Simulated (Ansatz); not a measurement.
# BiIr in the zincblende structure

Level of theory: DFT, PBE, scalar-relativistic, no spin polarisation; plane waves to 420 eV with PAW datasets (Ansatz 0.2.0), Γ-centred 10×10×10 mesh, 0.05 eV Gaussian smearing. The datasets are Ansatz's generated set soft_2.

```
Ir Bi
1.0
     0.00000    3.06748    3.06748
     3.06748    0.00000    3.06748
     3.06748    3.06748    0.00000
Ir Bi
1 1
Cartesian
  0.0000 0.0000 0.0000
  1.5337 1.5337 1.5337
```

This is a trial structure made by placing the elements on a prototype's sites, so it needn't be the stable form.

The run above is the reference. The same cell was run again with other input settings; several of them aren't fit for production, so the rows show the settings' effect and aren't properties of the material.

| keys changed | outcome | ΔE (meV/atom) | P (GPa) | gap on the mesh (eV) | cell moment (μB) | largest force component (eV/Å) | SCF iterations | rough core-seconds | new warnings |
| --- | --- | --- | --- | --- | --- | --- | --- | --- | --- |
| none (reference) | converged | 0.0 | 0.0 | metal | – | 0.000 | – | – | – |
| scf.mixing.algorithm: "broyden"; scf.mixing.beta: 0.1; scf.mixing.ndim: 8; hamiltonian.hubbard: {"sites": [{"species": "Ir", "l": "d", "u_eff": 8.0}], "double_counting": "fll"}; scf.convergence.dr2_threshold: 1e-05 | converged | – | -1.4 | metal | – | 0.000 | 11 | 7 | filled band counts differ across k points; force scf threshold loose; stress scf threshold loose |
| hamiltonian.dispersion: "d3bj"; scf.eigensolver.kind: "davidson"; basis.precision: "f64" | converged | – | -2.6 | metal | – | 0.000 | 6 | 5 | – |
| kpoints.mp_grid.grid: [10, 10, 10] → [15, 15, 15]; basis.ecutwfc: 420 → "36.7 Ry" | converged | -1.8 | -0.1 | metal | – | 0.000 | 6 | 14 | – |
| hamiltonian.xc: "pbe" → "lda"; hamiltonian.hubbard: {"sites": [{"species": "Ir", "l": "d", "u_eff": 2.0}], "double_counting": "amf"} | converged | – | -5.6 | metal | – | 0.000 | 8 | 6 | filled band counts differ across k points |
| basis.ecutwfc: 420 → "51.4 Ry" | converged | -2.5 | 0.0 | metal | – | 0.000 | 6 | 8 | – |
| accuracy: "high"; hamiltonian.xc: "pbe" → "r2scan"; scf.mixing.algorithm: "msr1"; scf.mixing.beta: 0.1; scf.mixing.ndim: 8 | converged | – | -2.6 | metal | – | 0.000 | 9 | 10 | cutoff below recommended |
| scf.algorithm: "density_mixing"; scf.eigensolver.kind: "davidson"; basis.precision: "f64"; scf.n_extra_bands: 4 | converged | 0.0 | 0.0 | metal | – | 0.000 | 6 | 5 | – |

ΔE is the energy with the smearing extrapolated to zero. It is left out where the change alters the Hamiltonian or the spin treatment. The varied runs start from atomic densities (corrected by the program's trained start where that serves), with the default search for lower states unless a row changes it.

Task: What happens with these changes: hamiltonian.xc: "pbe" → "pbesol"; accuracy: "medium"?

Result: outcome converged, P (GPa) -3.7, gap on the mesh (eV) metal, largest force component (eV/Å) 0.000, SCF iterations 6, rough core-seconds 4.

The pair part of a dispersion correction pulls inward (a three-body part mostly pushes out), and in metals and ionic crystals with large ions it often overbinds.

Of the reference: For elements this heavy, spin–orbit coupling would shift levels and gaps; it isn't included here.
